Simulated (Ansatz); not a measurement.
**Si: a jump of Fe**

Level of theory: Ansatz 0.2.0, DFT PBE, scalar-relativistic, plane waves, PAW. (420 eV cutoff, 2×2×2 k-mesh, shifted by half a step, Gaussian smearing of 0.02 eV, collinear spin)

Host crystal, relaxed:

```cif
data_structure
_symmetry_space_group_name_H-M 'P 1'
_symmetry_Int_Tables_number 1
_cell_length_a 3.8679
_cell_length_b 3.8679
_cell_length_c 3.8679
_cell_angle_alpha 60.000
_cell_angle_beta 60.000
_cell_angle_gamma 60.000
_cell_volume 40.92
loop_
_atom_site_label
_atom_site_type_symbol
_atom_site_fract_x
_atom_site_fract_y
_atom_site_fract_z
_atom_site_occupancy
Si1 Si 0.75000 0.75000 0.75000 1
Si2 Si 0.50000 0.50000 0.50000 1
```

In a supercell of 32 host sites with charge +1, interstitial Fe hops to an equivalent place, moving 2.32 Å between the relaxed ends. Climbing-image nudged elastic band at fixed cell with images 0 (start) to 2 (end), the path measured over all atoms, converged to 0.05 eV/Å; the order of the saddle wasn't checked, and the small cell leaves errors of about a tenth of an eV.

Supercell rows in host cell vectors: 1 -3 1; -3 1 1; 1 1 -3. Fe was set at (0.000, 0.000, 0.000) of the host cell.

At the relaxed start Fe has 3 Si at 2.42 Å, 1 Si at 2.43 Å, 1 Si at 2.69 Å, 1 Si at 2.70 Å, 1 Si at 2.71 Å, 1 Si at 2.78 Å, 2 Si at 2.79 Å.

Question: What barrier does the band give, and what surrounds the atom at the top?

Answer: 0.40 eV at image 1, where Fe has 2 Si at 2.34 Å, 4 Si at 2.35 Å.

Cost: 1 run of about 22 core-minutes, on Arm Neoverse V1 (shared hosts).